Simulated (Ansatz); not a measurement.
GePt at a changed volume: 73Ge nuclear quadrupole resonance

Cell: a COD entry, relaxed with PBE at fixed cell and then changed (volume scaled by 1.02, ions relaxed).

Space group Pnma (No. 62); a = 5.7700, b = 3.7255, c = 6.1283 Å.

```csv
site,Wyckoff,site symmetry,x,y,z
Ge,4c,.m.,0.8152,0.7500,0.5880
Pt,4c,.m.,0.9993,0.7500,0.1914
```

One atom of each set is listed.

Level of theory: DFT, PBE, plane waves and PAW, scalar-relativistic, 420 eV cutoff, Γ-centred 8×13×8 k-points, Fermi–Dirac smearing 0.05 eV (Ansatz 0.2.0).

73Ge: I = 9/2, Q = -196.0 mb (year-2017 value). Static lattice, zero field.

Question: Predict the zero-field 73Ge lines of each site.

Answer: For I = 9/2 and η = 0 the lines are |C_Q|/24 times 1, 2, 3 and 4; η shifts the lowest up most. At large η the states mix, and weaker lines appear at sums of the main ones; lines under 5 % of the strongest are left out.

| site | atoms | V_zz (10²¹ V/m²) | C_Q (MHz) | η | line frequencies (MHz) |
| --- | --- | --- | --- | --- | --- |
| Ge | 4 | -6.71 | 31.8 | 0.98 | 3.27, 3.32, 4.79, 4.86, 6.58 |

With no gap above 0.1 eV, as in a metal, the gradients converge slowly in k; expect changes of a tenth or more on a denser mesh. Without spin–orbit coupling the gradients at and beside Pt can be off by some per cent, at some sites by more.
